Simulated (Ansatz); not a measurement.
## Piezoelectric films for micro-actuators and harvesters

A film clamped on a beam works by its effective transverse coefficient e₃₁,f, which adds the part that comes from the free strain along the normal.

The yardstick is ZnO. c-oriented films; the sign of axis 3 is chosen so that e₃₃ is positive. Field 20 V/μm.

Methods, by column (Ansatz, a plane-wave PAW program): e₃₁, e₃₃, C₁₃, C₃₃: LDA, relaxed-ion tensors by finite strain, axis 3 along c; ε₃₃: LDA, linear response at fixed cell.

Definitions used: e₃₁,f = e₃₁ − e₃₃ C₁₃/C₃₃; d₃₃,f = e₃₃/C₃₃; stress = |e₃₁,f| × field; figure = e₃₁,f²/(ε₀ε₃₃) = e₃₁,f²/(0.008854 ε₃₃) in GPa.

| crystal | e₃₁ (C/m²) | e₃₃ (C/m²) | C₁₃ (GPa) | C₃₃ (GPa) | ε₃₃ (static) | e₃₁,f (C/m²) | d₃₃,f (pm/V) | film stress (MPa) | harvesting figure (GPa) |
|---|---|---|---|---|---|---|---|---|---|
| SiC (P6₃mc, hP16) | −0.07 | 0.16 | 61 | 565 | 10.7 | −0.087 | 0.28 | 1.7 | 0.080 |
| Cd2SeS (P3m1, hP4) | −0.20 | 0.36 | 46 | 98 | 10.6 | −0.369 | 3.7 | 7.4 | 1.5 |
| GaAlN2 (P3m1, hP4) | −0.55 | 1.15 | 104 | 402 | 9.96 | −0.848 | 2.9 | 17 | 8.2 |
| AlN (wurtzite) | −0.67 | 1.67 | 112 | 370 | 9.53 | −1.176 | 4.5 | 24 | 16 |
| ZnO (wurtzite), reference | −0.70 | 1.32 | 124 | 238 | 10.2 | −1.388 | 5.5 | 28 | 21 |

Runs started from generated or typed cells of the structure named: AlN; ZnO. Whether these are the forms stable at ambient conditions was not checked: SiC (P6₃mc, hP16). No claim is made that these are known or stable phases: Cd2SeS (P3m1, hP4); GaAlN2 (P3m1, hP4). Spin–orbit coupling is left out unless named.

For SiC (P6₃mc, hP16), step by step:

- e₃₁,f = −0.07 − 0.16 × 61/565 = −0.087 C/m²
- d₃₃,f = 1000 × 0.16/565 = 0.28 pm/V
- film stress: |−0.087| × 20 = 1.7 MPa
- harvesting figure: (−0.087)²/(0.008854 × 10.7) = 0.080 GPa

By harvesting figure (highest first): ZnO (21 ± 5.9) ≈ AlN (16 ± 4.4), GaAlN2 (P3m1, hP4) (8.2 ± 2.2), Cd2SeS (P3m1, hP4) (1.5 ± 0.40), SiC (P6₃mc, hP16) (0.080 ± 0.021). The ± follows from allowances picked for this note (e₃₁ 12 %, e₃₃ 12 %, C₁₃ 10 %, C₃₃ 10 %, ε₃₃ 12 %, 12 % for the model), carried to first order and added in quadrature; ≈ joins neighbours closer than their two ± added in quadrature. On this figure 0 of 4 candidates do clearly better than the reference.

Pareto front for high harvesting figure and high film stress: ZnO (21, 28). The reference is on the front.

Single-domain 0 K values; domain walls add much in ferroelectric films. Where several phases of a formula are at hand, those over 0.1 eV/atom above the lowest were not drawn (by r²SCAN where it compared them, else by the largest value; a layered or molecular lowest phase counts only with a dispersion term); other phases could lie lower still. The rows are a sample and no shortlist: familiar crystals first, some related and some not, whatever their agreement with measurement; tables with many equal figures were not kept. Limits of the draw: polar uniaxial crystals, |e₃₃| over 0.1 C/m², ε₃₃ under 300; no unfamiliar magnets, and cubic perovskites only if shown or known to be stable. As a rule kept out of such tables: 4f compounds, open-shell compounds run without a Hubbard term, cells found unstable in the tests at hand, cells close to a higher symmetry, and runs set to a pressure or over 12 % in volume from the crystal's fullest run.
